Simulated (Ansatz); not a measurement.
CsPbCl₃:
```cif
data_Cl3CsPb
_chemical_formula_sum 'Cs1 Pb1 Cl3'
_space_group_name_H-M_alt 'P 1'
_space_group_IT_number 1
_cell_length_a 5.61553
_cell_length_b 5.61553
_cell_length_c 5.61553
_cell_angle_alpha 90.000
_cell_angle_beta 90.000
_cell_angle_gamma 90.000
loop_
_space_group_symop_operation_xyz
  'x, y, z'
loop_
_atom_site_label
_atom_site_type_symbol
_atom_site_fract_x
_atom_site_fract_y
_atom_site_fract_z
_atom_site_occupancy
Cs1 Cs 0.50000 0.50000 0.50000 1
Pb1 Pb 0.00000 0.00000 0.00000 1
Cl1 Cl 0.00000 0.00000 0.50000 1
Cl2 Cl 0.50000 0.00000 0.00000 1
Cl3 Cl 0.00000 0.50000 0.00000 1
```

Relaxed with PBEsol.

Task: Decompose the optical modes at the zone centre into irreducible representations, and say which are infrared and Raman allowed.

Result: Point group m-3m: Γ_opt = 3T1u + T2u. Infrared: T1u. Raman: none.

Task: Assign frequencies (DFPT, PBEsol in the plane-wave PAW code Ansatz; without the LO–TO term).

Result: T1u 20i, T2u 25, T1u 54, T1u 138 cm⁻¹.

Space group Pm-3m (cubic perovskite). This is a known high-temperature phase of the composition, computed here at zero pressure and temperature. The PBEsol relaxation kept the symmetry of its start; of distortions, only those at the zone centre were tested, and some modes there are weakly imaginary. Spin–orbit coupling is left out wherever it is not named.

Potentials: the later of the program's two PAW sets.
